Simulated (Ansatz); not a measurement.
BaC2:
```
CELL_PARAMETERS angstrom
      2.60052     1.50141     2.47287
     -2.60052     1.50141     2.47287
      0.00000    -3.00282     2.47287
ATOMIC_POSITIONS crystal
  Ba 0.00000 0.00000 0.00000
  C  0.58473 0.58473 0.58473
  C  0.41527 0.41527 0.41527
```

Relaxed with r²SCAN.

Q: Give the optical modes at the zone centre with their infrared and Raman activity from DFPT, the program Ansatz at the r²SCAN level (PAW).

A: Transverse frequencies, without the LO–TO term; a row sums one degenerate level.

| ω (cm⁻¹) | degeneracy | IR ((D/Å)²/amu) | Raman (Å⁴/amu) | activity | symmetry |
|---|---|---|---|---|---|
| 157 | 2 | 16.72 | 0 | IR | Eu |
| 162 | 1 | 7.97 | 0 | IR | A2u |
| 299 | 2 | 0.00 | 200 | Raman | Eg |
| 1872 | 1 | 0.00 | 2900 | Raman | A1g |

Q: How high does the top mode go among those that the LO–TO term moves?

A: 317 cm⁻¹ for q along x, 317 cm⁻¹ for q along y, 295 cm⁻¹ for q along z.

Space group R-3m. The first step of the workflow began from a Materials Project structure, measured or hypothetical; the Crystallography Open Database copy checked does not list it. Its standing as an ambient phase is unchecked. The cell was relaxed with r²SCAN under the symmetry of its start; phonons on a q-mesh show no instability. Spin–orbit coupling is left out wherever it is not named.

Potentials: the later of the program's two PAW sets.
